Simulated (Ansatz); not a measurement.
# Relaxing a structure of TaSi₂

The start is a relaxed TaSi2 cell, doubled along one cell vector, shaken by Gaussian noise of σ = 0.08 Å a coordinate. Cell shape, volume and atoms are optimised at zero target pressure with r2SCAN (plane waves to 500 eV, PAW, scalar-relativistic; Ansatz, a quantum-chemistry and plane-wave program). The first steps use a coarse 8×8×5 k-mesh.

Input geometry:
```
CELL_PARAMETERS angstrom
     -1.63349     1.63349     4.07607
      1.63349    -1.63349     4.07607
      3.26698     3.26698    -8.15214
ATOMIC_POSITIONS crystal
  Ta 0.01169 0.01151 0.00795
  Ta 0.95658 0.01600 0.48872
  Si 0.35607 0.34271 0.00037
  Si 0.32920 0.37024 0.52448
  Si 0.61142 0.66481 0.96731
  Si 0.68119 0.68734 0.51076
```

Problem. How much energy is released per atom?

Solution. 0.08 eV/atom.

Problem. Does it find its way back to the structure it was made from?

Solution. It returns to the parent structure, I4/mmm (No. 139).

Problem. How do the shortest distances between atoms change?

Solution. The closest pairs of elements (up to four, under 3.6 Å), start → end: Si–Si 2.40 → 2.67 Å; Si–Ta 2.57 → 2.69 Å; Ta–Ta 3.11 → 3.27 Å.

Problem. Is the relaxed structure metallic? Give its gap.

Solution. Zero (metallic).

The end point of the relaxation:

Space group I4/mmm (No. 139); a = 3.267 Å, b = 3.267 Å, c = 8.152 Å, α = 90.00°, β = 90.00°, γ = 90.00°

```tsv
atom	site	symmetry	x	y	z
Ta	2a	4/mmm	0.0000	0.0000	0.0000
Si	4e	4mm	0.0000	0.0000	0.3317
```
(The calculation used a cell of 3 atoms; values per cell refer to that cell.)

Final values are on a 20×20×20 k-mesh of the relaxed cell. No spin polarisation in the result. The relaxed primitive cell holds an odd number of electrons. A magnetic state may lie lower.

The relaxed structure here is a generated cell of TaSi2: the first start was made by placing the elements on the sites of a structure type, and the end was not matched to a known phase here, so it may be hypothetical. Known forms of TaSi2 include space group No. 181.
